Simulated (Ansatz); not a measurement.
KTaF6:
```
KTaF6
1.0
    5.15031     0.00000     0.00000
    0.00000     5.15031     0.00000
    0.00000     0.00000     9.27968
K Ta F
2 2 12
Direct
  0.00000   0.00000   0.00000
  0.00000   0.00000   0.50000
  0.50000   0.50000   0.25000
  0.50000   0.50000   0.75000
  0.23844   0.23844   0.25000
  0.23844   0.76156   0.75000
  0.76156   0.76156   0.25000
  0.76156   0.23844   0.75000
  0.31505   0.68510   0.10708
  0.68510   0.68495   0.89292
  0.68495   0.31490   0.10708
  0.31490   0.31505   0.89292
  0.68495   0.68510   0.60708
  0.31490   0.68495   0.39292
  0.31505   0.31490   0.60708
  0.68510   0.31505   0.39292
```

Relaxed with LDA.

Task: Give the optical modes at the zone centre with their infrared activity from DFPT, LDA in the plane-wave PAW code Ansatz.

Result: Transverse frequencies, without the LO–TO term; a row sums one degenerate level.

```csv
ω (cm⁻¹),degeneracy,IR ((D/Å)²/amu),activity
26i,1,0.00,IR-inactive
35,2,0.63,IR
35,2,0.00,IR-inactive
61,1,0.00,IR-inactive
69,1,0.00,IR-inactive
73,1,3.56,IR
97,1,0.00,IR-inactive
100,2,0.00,IR-inactive
130,1,0.00,IR-inactive
133,1,0.31,IR
140,1,0.00,IR-inactive
145,2,2.77,IR
163,1,0.00,IR-inactive
164,2,0.00,IR-inactive
170,2,6.39,IR
198,2,1.45,IR
201,1,3.29,IR
211,2,1.48,IR
247,1,0.00,IR-inactive
256,2,0.00,IR-inactive
260,1,0.00,IR-inactive
263,1,0.00,IR-inactive
272,1,0.00,IR-inactive
294,1,0.00,IR-inactive
559,2,16.72,IR
578,1,0.00,IR-inactive
580,1,0.00,IR-inactive
581,1,24.85,IR
597,2,30.64,IR
606,2,0.00,IR-inactive
659,1,0.00,IR-inactive
701,1,0.00,IR-inactive
702,1,0.00,IR-inactive
```

Task: How high does the top mode go among those that the LO–TO term moves?

Result: 667 cm⁻¹ for q along x, 667 cm⁻¹ for q along y, 666 cm⁻¹ for q along z.

Space group P4_2/mcm. The first step of the workflow began from a Materials Project structure, measured or hypothetical; the Crystallography Open Database copy checked does not list it. Whether it is the stable phase at ambient conditions was not checked. The LDA relaxation kept the symmetry of its start; phonons on a q-mesh show weakly imaginary modes. No spin polarisation was allowed. Scalar-relativistic: spin–orbit coupling is off unless named, which matters more the heavier the elements.

Potentials: the later of the program's two PAW sets.
